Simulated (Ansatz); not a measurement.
One crystal and one scan (frozen-phonon scan) at two levels, PBE (plane waves to 420 eV, PAW, scalar-relativistic; Ansatz, a quantum-chemistry and plane-wave program) and r2SCAN (plane waves to 500 eV, PAW, scalar-relativistic; Ansatz), each from its own relaxed cell and on its own mesh.

The crystal is CdS (zinc blende); a phonon pattern at X = (0.5, 0.5, 0.0) is frozen into a 4-atom cell, Q being the largest atomic displacement.

CdS was relaxed with its symmetry unable to fall. The PAW data are Ansatz's earlier set.

| quantity | run 1 | run 2 |
|---|---|---|
| Lattice constant a (Å) | 5.927 | 5.879 |
| Band gap of the relaxed cell, no spin-orbit coupling (eV) | 1.04 | 1.54 |
| Harmonic wavenumber from the curvature (finite differences) (cm⁻¹ (negative: imaginary)) | 256 | 270 |

### Question
Which run is which level?

### Answer
Run 1 is PBE, run 2 is r2SCAN. PBE gives the higher value for: lattice constant a. PBE gives the lower value for: band gap of the relaxed cell, no spin-orbit coupling; harmonic wavenumber from the curvature. Both give the same shape of the curve: a single well with its minimum at or next to zero displacement.

(A displaced cell: forces are minus the slopes of the energy, force constants its curvatures, and phonons follow from these.)
